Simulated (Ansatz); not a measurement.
The start is a generated cell, WSe2 placed in the AFLOW prototype AB2_hP12_194_f_ah (C14, as in MgZn2). Cell shape, volume and atoms are optimised at zero target pressure with r2SCAN (plane waves to 500 eV, PAW, scalar-relativistic; Ansatz, a quantum-chemistry and plane-wave program). The first steps use a coarse 4×4×2 k-mesh.

The start:
```
WSe2
1.0
    5.71378     0.00000     0.00000
   -2.85689     4.94828     0.00000
    0.00000     0.00000     9.37090
W Se
4 8
Direct
  0.33333   0.66667   0.06286
  0.66667   0.33333   0.56286
  0.66667   0.33333   0.93714
  0.33333   0.66667   0.43714
  0.00000   0.00000   0.00000
  0.00000   0.00000   0.50000
  0.83049   0.16951   0.25000
  0.66097   0.83049   0.75000
  0.83049   0.66097   0.25000
  0.16951   0.83049   0.75000
  0.33903   0.16951   0.25000
  0.16951   0.33903   0.75000
```

Initial pressure: -15 GPa (negative: the cell is under tension)
Outcome: The space group stays P6₃/mmc (No. 194) (the run could not lower it), with 12 atoms in the primitive cell
Energy released: 1.02 to 1.05 eV/atom (the two k-meshes of the run give this range)
Volume change: -7.6 %, from 22.08 to 20.41 Å³/atom
Shortest distances (start → end): The closest pairs of elements (up to four, under 3.6 Å), start → end: Se–Se 2.81 → 2.55 Å; Se–W 3.35 → 2.59 Å; W–W 3.50 → 3.17 Å
Optimiser moves: 24

It ends as:

Space group P6₃/mmc (No. 194); a = b = 5.136 Å, c = 10.722 Å, α = β = 90.00°, γ = 120.00°

```csv
atom,site,symmetry,x,y,z
W,4f,3m.,0.6667,0.3333,0.0528
Se,2a,-3m.,0.0000,0.0000,0.0000
Se,6h,mm2,0.3305,0.1652,0.2500
```

Final values are on a 9×9×4 k-mesh of the relaxed cell. The relaxed cell holds bonded Se–Se pairs (2.55 Å). No spin polarisation in the result.

The run could not lose the symmetry of its start.

The first start was generated by placing the elements on the sites of a structure type. A measured structure of WSe2 has the same space group, P6₃/mmc (No. 194); the sites were not compared with it.
